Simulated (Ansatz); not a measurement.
# Calculated with Ansatz: TlGaSe$_{2}$, relaxation

The command:

```bash
ansatz run input.yaml --threads 2 --pin off --max-ram 2560MiB --backend cpu --events-out ev --progress --plain --runs-dir out
```

Input:

```yaml
crystal:
  lattice:
    - [0.0, 0.0, 6.422523]
    - [4.029966, -4.029966, 3.211262]
    - [4.029966, 4.029966, -3.211262]
  atoms:
    - { symbol: Tl, position: [0.25, 0.0, 0.0] }
    - { symbol: Tl, position: [0.75, 0.0, 0.0] }
    - { symbol: Ga, position: [0.75, 0.5, 0.5] }
    - { symbol: Ga, position: [0.25, 0.5, 0.5] }
    - { symbol: Se, position: [0.657, 0.5, 0.814] }
    - { symbol: Se, position: [0.157, 0.186, 0.5] }
    - { symbol: Se, position: [0.343, 0.5, 0.186] }
    - { symbol: Se, position: [0.843, 0.814, 0.5] }
  symmetry: { tolerance: 0.0003 }
kpoints:
  mp_grid: { grid: [6, 6, 6], shift: [0, 0, 0] }
magnetization:
  spin_polarized: false
scf:
  occupations: { method: fermi_dirac }
  lower_state_search: "off"
hamiltonian:
  pseudopotentials: { kind: paw }
  xc: r2scan
basis:
  ecutwfc: 500
  fft_grid_basis: typed
relax:
  max_steps: 60
  cell: { p_target: 0.0 }
output:
  forces: true
  stress: true
  eigenvalues: true
  bader: true
  populations: true
  elf: true
  write_potential: true
  volumetric_format: npy
  dos:
    e_range: [-12, 8]
    de: 0.05
    projected: { site_lists: { Ga: [Ga], Se: [Se], Tl: [Tl] } }
checkpoint:
  read: saved_state
```

Origin of the cell: a database entry, scaled a little.

The smearing width isn't typed, so it takes its default of 0.1 eV.

The saved state is a converged single point of the same cell.

Steps («new basis» is an SCF on plane waves selected anew at the same cell):

```tsv
step	ΔF (meV/atom)	max force component (eV/Å)	P (GPa)	volume (Å³)	SCF iterations	step was
1	0.0	0.343	1.85	208.61	6	accepted
2	-5.9	0.024	0.13	212.50	6	accepted
3	-6.0	0.005	-0.05	213.91	6	accepted
4	-6.1	0.000	0.00	213.55	6	accepted
5	-6.1	0.000	0.00	213.55	6	new basis
```

Step 1, with forces in eV/Å:

```xyz
8
Lattice="0.000 0.000 6.423 4.030 -4.030 3.211 4.030 4.030 -3.211" Properties=species:S:1:pos:R:3:forces:R:3 pbc="T T T" step=1
Tl    0.000    0.000    1.606    0.000    0.000    0.000
Tl    0.000    0.000    4.817    0.000    0.000    0.000
Ga    4.030    0.000    4.817    0.000    0.000    0.000
Ga    4.030    0.000    1.606    0.000    0.000    0.000
Se    5.295    1.265    3.211    0.343    0.343    0.000
Se    2.765    1.265    0.000   -0.343    0.343    0.000
Se    2.765   -1.265    3.211   -0.343   -0.343    0.000
Se    5.295   -1.265    6.423    0.343   -0.343    0.000
```

Step 2, with forces in eV/Å:

```xyz
8
Lattice="0.000 0.000 6.426 4.066 -4.066 3.213 4.066 4.066 -3.213" Properties=species:S:1:pos:R:3:forces:R:3 pbc="T T T" step=2
Tl    0.000    0.000    1.606    0.000    0.000    0.000
Tl    0.000    0.000    4.819    0.000    0.000    0.000
Ga    4.066    0.000    4.819    0.000    0.000    0.000
Ga    4.066    0.000    1.606    0.000    0.000    0.000
Se    5.364    1.298    3.213   -0.024   -0.024    0.000
Se    2.769    1.298    0.000    0.024   -0.024    0.000
Se    2.769   -1.298    3.213    0.024    0.024    0.000
Se    5.364   -1.298    6.426   -0.024    0.024    0.000
```

Step 5, with forces in eV/Å:

```xyz
8
Lattice="0.000 0.000 6.456 4.067 -4.067 3.228 4.067 4.067 -3.228" Properties=species:S:1:pos:R:3:forces:R:3 pbc="T T T" step=5
Tl    0.000    0.000    1.614    0.000    0.000    0.000
Tl    0.000    0.000    4.842    0.000    0.000    0.000
Ga    4.067    0.000    4.842    0.000    0.000    0.000
Ga    4.067    0.000    1.614    0.000    0.000    0.000
Se    5.360    1.293    3.228    0.000    0.000    0.000
Se    2.774    1.293    0.000    0.000    0.000    0.000
Se    2.774   -1.293    3.228    0.000    0.000    0.000
Se    5.360   -1.293    6.456    0.000    0.000    0.000
```

```yaml
Free_energy_lowered_by: 6.1 meV/atom
Volume_change: 2.37 %
Final_pressure: 0.00 GPa
Relaxation_steps_listed: 5
Formation_energy_elements_under_the_same_functional_gases_as_molecules_uncorrected: -0.683 eV/atom
```

Caveats: no spin-orbit coupling, though heavy elements are present; the relaxation held the start's symmetry, so the end may be a saddle point.

It ran for 3.5 min on 2 threads of Intel(R) Xeon(R) Platinum 8259CL CPU @ 2.50GHz (Skylake/Cascade Lake) (shared host), peak memory 1.4 GiB, from a saved density.
